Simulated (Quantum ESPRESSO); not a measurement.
PbF2 is taken in the cubic space group Fm-3m (No. 225), the fluorite structure, Pearson symbol cF12. Cell: a = 5.9159 Å, b = 5.9159 Å, c = 5.9159 Å, α = 90.00°, β = 90.00°, γ = 90.00°. F on 8c is coordinated by 4 Pb at 2.562 Å (tetrahedral). Pb on 4a has 8 F at 2.562 Å (cubic). (Neighbours: up to the widest gap in distance over summed covalent radii, below 1.35, at either atom; cation-cation contacts left out.)
(The calculation used a cell of 3 atoms; values per cell refer to that cell.)

The geometry is that of Materials Project entry mp-315, symmetrised and not relaxed again.

**Question.** What does PBEsol (Quantum ESPRESSO, PseudoDojo norm-conserving, 84 Ry, with spin-orbit coupling) give for the electronic structure near the Fermi level?

**Answer.** The PBEsol gap is indirect, 3.94 eV, from W to X; the smallest direct gap is 4.09 eV.
